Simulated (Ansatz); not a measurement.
The cell is CdGeAs2 (I-42d) from a database of computed structures; cell and atoms were relaxed with r2SCAN. Around Cd lie 4 As at 2.65 Å; around Ge lie 4 As at 2.45 Å; around As lie 2 Ge at 2.45 Å and 2 Cd at 2.65 Å.

Space group I-42d (No. 122). a = 5.980 Å, b = 5.980 Å, c = 11.304 Å, α = 90.00°, β = 90.00°, γ = 90.00°
```json
{"atom": "Cd", "site": "4b", "symmetry": "-4..", "x": "0.5000", "y": "0.0000", "z": "0.2500"}
{"atom": "Ge", "site": "4a", "symmetry": "-4..", "x": "0.0000", "y": "0.0000", "z": "0.0000"}
{"atom": "As", "site": "8d", "symmetry": ".2.", "x": "0.2213", "y": "0.7500", "z": "0.1250"}
```

3 runs of Ansatz on this cell differ in the functional (and in the settings that go with it). Levels are in eV from each run's valence top; v1 is the last filled band, c1 the first empty one.

Run A, mean stress +0.1 GPa (compression positive):
```tsv
point	v2	v1	c1	c2
Γ	-0.24	0.00	0.45	1.81
X	-0.74	-0.74	1.25	1.25
P	-1.14	-1.14	1.95	1.95
```

Run B, mean stress 0.0 GPa (compression positive):
```tsv
point	v2	v1	c1	c2
Γ	-0.23	0.00	0.10	1.51
X	-0.68	-0.68	0.89	0.89
P	-1.07	-1.07	1.56	1.56
```

Run C, mean stress -2.5 GPa (compression positive):
```tsv
point	v2	v1	c1	c2
Γ	-0.18	-0.18	0.05	1.19
X	-0.62	-0.62	0.51	0.51
P	-1.03	-1.03	1.27	1.27
```

Problem. Match the runs to LDA, r2SCAN, HSE06.

Solution. A is HSE06, B is r2SCAN, C is LDA. In order of the gap: LDA 0.05, r2SCAN 0.10, HSE06 0.45 eV.

The values are computed, spin-unpolarised, and not measurements.

The runs are scalar-relativistic, without spin-orbit coupling.

The stress of a hybrid is loosely converged in these runs.

Gaps or overlaps of about a tenth of an eV are at the limit of these meshes: between the points read a gap can be smaller or closed.
